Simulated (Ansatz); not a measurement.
Two states of CaCr$_{2}$S$_{2}$

```xyz
5
Lattice="1.9876 3.4426 0.0000 -1.9876 3.4426 0.0000 0.0000 0.0000 6.5813" Properties=species:S:1:pos:R:3 pbc="T T T"
Cr   -0.0002    2.2952    2.4778
Cr    0.0002    4.5901    4.1035
Ca    0.0000    0.0000    0.0000
S    -0.0002    2.2952    4.9116
S     0.0002    4.5901    1.6697
```

Method: r2SCAN, with U_eff = 2.15 eV on Cr d (all-electron-ortho-atomic projectors); PAW, plane waves to 500 eV, 7×7×4 Γ-centred mesh, fermi-dirac occupations (width 0.0155 eV) (Ansatz 0.2.0), atoms fixed.

State A: Cr1 up, Cr2 up (collinear spin). State B: Cr1 up, Cr2 down (collinear spin).

Q: Which state is lower, and how do they differ?

A: State B is lower by 183.3 meV an atom at zero smearing.

```tsv
state	free energy (meV/atom)	largest moment in a small sphere (μB)	net moment (μB/cell)	gap on mesh (eV)	pressure (GPa)	largest force (eV/Å)
A	183.3	3.87	9.94	metal	14.0	1.52
B	0.0	3.72	0.00	0.75	8.8	0.91
```

Origin: a known structure type with other elements, at an estimated volume, so it need not be a known compound. Caveats: another magnetic order, which this cell may not hold, can open a gap; atoms or cell far from equilibrium.
